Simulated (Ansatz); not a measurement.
**Slab of bcc Fe (110), 5 layers**

The slab is cut from the bcc crystal, the stable phase, as relaxed on PAW files (10.84 Å³/atom), with 16 Å of vacuum and a dipole correction:

```
CELL_PARAMETERS angstrom
2.41459 0.00000 0.00000
-0.80486 2.27650 0.00000
0.00000 0.00000 23.88600
ATOMIC_POSITIONS crystal
Fe 0.00000 0.00000 0.33492
Fe 0.50000 0.50000 0.41746
Fe 0.00000 0.00000 0.50000
Fe 0.50000 0.50000 0.58254
Fe 0.00000 0.00000 0.66508
```

All numbers are PBEsol results (scalar-relativistic) from Ansatz 0.2.0, with a Γ-centred 18×18×1 k mesh, Fermi–Dirac smearing of 0.1 eV, spin-polarised from start moments Fe1 2.5, Fe2 2.5, Fe3 2.5, Fe4 2.5, Fe5 2.5 μB. Methods: LAPW: all electrons, basis error target 1 meV/atom; PAW: frozen-core files, cutoff 420 eV.

The bulk energy comes from a cell in the slab's orientation on a 18×18×10 mesh. The surface energy is (E(slab) − N·E(bulk))/2A at zero smearing, the mean of both faces; thin slabs carry quantum-size effects.

Other magnetic orders may lie lower. The PAW files were made under PBE. The cell is 1×1, so reconstructions are forbidden, and in slabs of four or five layers the relaxations can be far larger than at a real surface.

Task: As cut, the LAPW slab lies 2.029 eV above 5 atoms of bulk. What surface energy is that?

Result: Over two faces of 5.50 Å² it is 184.6 meV/Å², and times 16.02 J/m² per eV/Å² that gives γ = 2.957 J/m².

```
method  γ as cut (J/m²)  γ relaxed (J/m²)  Φ as cut (eV)  Φ relaxed (eV)
  LAPW            2.957             2.956           4.99            4.98
   PAW            2.955             2.953           4.99            4.98
```

Task: How do the spacings between the planes relax?

Result: From the bottom face up: d12 -0.7 % of 1.972 Å, d23 -0.2 % of 1.972 Å, d34 -0.2 % of 1.972 Å, d45 -0.7 % of 1.972 Å.

Task: How do the moments vary through the slab?

Result: Fe1 2.44, Fe2 2.17, Fe3 2.08, Fe4 2.17, Fe5 2.44 μB in the LAPW spheres; the bulk has Fe 2.13 μB.

Task: What changes if the images along the normal are cut off in place of the dipole correction?

Result: LAPW then gives: no gap, work function 4.98 eV; PAW: no gap, work function 4.98 eV.

Task: A field of 0.2 V/Å is applied along the normal, atoms held. What follows?

Result: LAPW finds an induced dipole of 0.0701 e·Å a cell (PAW 0.0700), that is 11.54 Å for 4πα over the area, against 7.85 Å between the outer atoms.
